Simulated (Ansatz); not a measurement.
A relaxation computed with Ansatz, from input to last step.

```yaml
crystal:
  lattice:
    - [1.6497640575, -5.503356751, 0.0]
    - [1.6497640575, 5.503356751, 0.0]
    - [0.0, 0.0, 4.3305327593]
  atoms:
    - { symbol: Sc, position: [0.8375603535, 0.1624396465, 0.25] }
    - { symbol: Sc, position: [0.1624396465, 0.8375603535, 0.75] }
    - { symbol: Al, position: [0.5696081908, 0.4303918092, 0.25] }
    - { symbol: Al, position: [0.4303918092, 0.5696081908, 0.75] }
basis:
  ecutwfc: 420
kpoints:
  mp_grid: { grid: [14, 14, 10] }
hamiltonian:
  xc: pbesol
scf:
  occupations: { method: gaussian, width: 0.1 }
output:
  forces: true
  stress: true
  eigenvalues: true
relax:
  adjacent_minimum: "off"
  f_tol: 0.005
  max_steps: 80
  cell: { stress_tol: 0.05 }
```

```bash
ansatz run input.yaml --threads 1 --pin off --max-ram 2560MiB --backend cpu --events-out ev --progress --plain --runs-dir out
```

Level of theory: Ansatz 0.2.0, DFT PBEsol, scalar-relativistic, plane waves, PAW.

Of 4 frames 3 are shown, positions in Å and forces in eV/Å; the SCF threshold varies from step to step. Steps run on the plane waves of an earlier cell, with a Pulay correction in the pressure. The basis is chosen afresh for the last frame, the zero of the energies, and at times for earlier ones too; energy and pressure step there, also at an unchanged geometry.

```xyz
4
Lattice="1.6498 -5.5034 0.0000 1.6498 5.5034 0.0000 0.0000 0.0000 4.3305" Properties=species:S:1:pos:R:3:forces:R:3 pbc="T T T" step=1 free_energy_over_end_meV_per_atom=0.05 pressure_GPa=0.01
Sc    1.6498   -3.7154    1.0826    0.0000    0.0097    0.0000
Sc    1.6498    3.7154    3.2479    0.0000   -0.0097    0.0000
Al    1.6498   -0.7662    1.0826    0.0000   -0.0137    0.0000
Al    1.6498    0.7662    3.2479    0.0000    0.0137    0.0000
4
Lattice="1.6449 -5.5076 0.0000 1.6449 5.5076 0.0000 0.0000 0.0000 4.3354" Properties=species:S:1:pos:R:3:forces:R:3 pbc="T T T" step=2 free_energy_over_end_meV_per_atom=0.00 pressure_GPa=0.04
Sc    1.6449   -3.7145    1.0839    0.0000   -0.0019    0.0000
Sc    1.6449    3.7145    3.2516    0.0000    0.0019    0.0000
Al    1.6449   -0.7673    1.0839    0.0000    0.0051    0.0000
Al    1.6449    0.7673    3.2516    0.0000   -0.0051    0.0000
4
Lattice="1.6454 -5.5086 0.0000 1.6454 5.5086 0.0000 0.0000 0.0000 4.3368" Properties=species:S:1:pos:R:3:forces:R:3 pbc="T T T" step=4 free_energy_over_end_meV_per_atom=0.00 pressure_GPa=-0.02
Sc    1.6454   -3.7157    1.0842    0.0000    0.0008    0.0000
Sc    1.6454    3.7157    3.2526    0.0000   -0.0008    0.0000
Al    1.6454   -0.7669    1.0842    0.0000   -0.0012    0.0000
Al    1.6454    0.7669    3.2526    0.0000    0.0012    0.0000
```

The run took 2 min on 1 thread of Intel(R) Xeon(R) Platinum 8375C CPU @ 2.90GHz (Ice Lake), on a shared host, peak memory 0.76 GiB.